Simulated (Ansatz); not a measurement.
Structure relaxation, InAs

The start is a relaxed InAs cell deformed by the Cartesian strain tensor (xx, yy, zz, yz, xz, xy) = (-0.036, -0.096, -0.022, -0.044, 0.057, 0.048). A full variable-cell relaxation at zero pressure is run with PBE (plane waves to 420 eV, PAW, scalar-relativistic; Ansatz, an electronic-structure program). The first steps use a coarse 8×7×7 k-mesh.

Initial structure:
```
CELL_PARAMETERS angstrom
      0.32324     2.66167     2.89056
      3.15812     0.01237     3.20142
      3.12873     2.94314     0.04176
ATOMIC_POSITIONS crystal
  As 0.75000 0.75000 0.75000
  In 0.00000 0.00000 0.00000
```

**Question.** Is the parent structure recovered?

**Answer.** It relaxes back to the parent, F-43m (No. 216).

**Question.** How do the shortest distances between atoms change?

**Answer.** The closest pairs of elements (up to four, under 3.6 Å), start → end: As–In 2.28 → 2.68 Å.

**Question.** Is the relaxed structure metallic? Give its gap.

**Answer.** Zero (the bands touch at this level, without spin-orbit coupling). The gap comes from the SCF mesh and the high-symmetry points alone.

The end point of the relaxation:

```cif
data_As4In4
_chemical_formula_sum 'As4 In4'
_space_group_name_H-M_alt 'F-43m'
_space_group_IT_number 216
_space_group_name_Hall 'F -4 2 3'
_cell_length_a 6.18630
_cell_length_b 6.18630
_cell_length_c 6.18630
_cell_angle_alpha 90.000
_cell_angle_beta 90.000
_cell_angle_gamma 90.000
loop_
_atom_site_label
_atom_site_type_symbol
_atom_site_symmetry_multiplicity
_atom_site_Wyckoff_symbol
_atom_site_fract_x
_atom_site_fract_y
_atom_site_fract_z
_atom_site_occupancy
As1 As 4 a 0.00000 0.00000 0.00000 1
In1 In 4 c 0.25000 0.25000 0.25000 1
```
(The calculation used a cell of 2 atoms; values per cell refer to that cell.)

Final values are on a 9×9×9 k-mesh of the relaxed cell. No spin polarisation in the result.
